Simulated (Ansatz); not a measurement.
**Structures of SiNi2: which is lowest?**

Plane-wave DFT in Ansatz with scalar-relativistic PAW potentials, cutoff 500 eV, Γ-centred meshes chosen by cell and gap, Gaussian smearing with energies taken to zero width. Every cell was relaxed (cell and atoms) in a run of its own, within the symmetry of its start. Functional: r2SCAN.

Relaxed structures (starts from databases or built by putting these elements on another compound's sites):
A. P6/mmm, 3 atoms in the computed cell, a = 3.917 Å, c = 2.446 Å; sites (symmetry × multiplicity) Si 6/mmm × 1, Ni -6m2 × 2; start: built
B. P6_3/mmc, 6 atoms in the computed cell, a = 3.870 Å, c = 4.927 Å; sites (symmetry × multiplicity) Si -6m2 × 2, Ni -3m. × 2 + -6m2 × 2; start: database

**Question.** Rank them by energy. Could pressure change the order?

**Answer.**
```csv
structure,group,E − E(lowest) (meV/atom),V (Å³/atom),gap on mesh (eV)
B,P6_3/mmc,0.0,10.65,0.00
A,P6/mmm,418,10.83,0.00
```

B is lowest, 418 meV/atom under A. The lowest is also the densest of these, so pressure wouldn't bring one of the others in at first order. Other structures may lie lower than all of these, and vibrations aren't counted.

Spin polarisation was left out, and a magnetic state may lie lower.